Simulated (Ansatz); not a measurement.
Relaxed Sn (beta-Sn type, space group I4_1/amd):

```
Sn
1.0
   -5.94700     5.94700     3.21230
    0.00000     0.00000     3.21230
    0.00000     5.94700     0.00000
Sn
4
Direct
  0.00000   0.25000   0.50000
  0.50000   0.25000   0.50000
  0.00000   0.00000   0.00000
  0.50000   0.00000   0.00000
```

The atoms are displaced by Q × the pattern below (from a DFPT mode at M = (0.5, 0.5, 0.5), largest move 1; Q in Å), at fixed cell. It is one choice among 2 degenerate patterns. (q is in reciprocal vectors of the primitive cell; the cell shown is doubled to hold the pattern.)

```tsv
atom	x	y	z
Sn1	0.000	-1.000	0.000
Sn2	0.000	1.000	0.000
Sn3	0.000	1.000	0.000
Sn4	0.000	-1.000	0.000
```

The numbers are results of PBE (plane waves to 420 eV, PAW, scalar-relativistic; Ansatz, a quantum-chemistry and plane-wave program), not measurements. k mesh 16×16×16 (Γ-centred), Fermi-Dirac smearing 0.05 eV. Energies are smeared free energies. Compression counts positive. With partly filled bands, energies and forces of such displacements shift with the k mesh and the smearing. Sn was relaxed with its symmetry unable to fall. The zero of ΔE is the undisplaced structure.

```csv
Q (Å),P (GPa),ΔE (eV/cell),−dE/dQ from forces (eV/Å)
-0.180,3.0,…,…
-0.150,2.0,…,5.307
-0.120,1.3,0.218,3.949
-0.090,0.7,0.118,2.773
-0.060,0.3,0.050,1.743
-0.030,0.1,0.012,0.826
0.000,0.0,0.000,0.000
0.030,0.1,0.012,-0.826
0.060,0.3,0.050,-1.743
0.090,0.7,0.118,-2.773
0.120,1.3,0.218,-3.949
0.150,2.0,…,-5.307
0.180,3.0,…,…
```

Question: Some entries are withheld; supply them.

Answer: 
- -0.180, ΔE (eV/cell): 0.539
- -0.180, −dE/dQ from forces (eV/Å): 6.888
- -0.150, ΔE (eV/cell): 0.357
- 0.150, ΔE (eV/cell): 0.357
- 0.180, ΔE (eV/cell): 0.539
- 0.180, −dE/dQ from forces (eV/Å): -6.888

(A displaced cell: forces are minus the slopes of the energy, force constants its curvatures, and phonons follow from these.)
